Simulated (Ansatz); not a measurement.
AlNi (CsCl type, Pm-3m), a = b = c = 2.832 Å, α = β = γ = 90.00°.

Relaxed with LDA.

Problem. Decompose the optical modes at the zone centre into irreducible representations, and say which are infrared and Raman allowed.

Solution. Point group m-3m: Γ_opt = T1u. Infrared: T1u. Raman: none.

Problem. Assign frequencies (DFPT, DFT-LDA in the program Ansatz with PAW potentials).

Solution. T1u 307 cm⁻¹.

The LDA relaxation kept the symmetry of its start; of distortions, only those at the zone centre were tested. No spin polarisation was allowed. As this level gives no gap, phonon frequencies hold no LO–TO term and depend on the k-mesh and smearing (Fermi–Dirac, 0.1 eV here).

Potentials: the earlier of the program's two PAW sets.
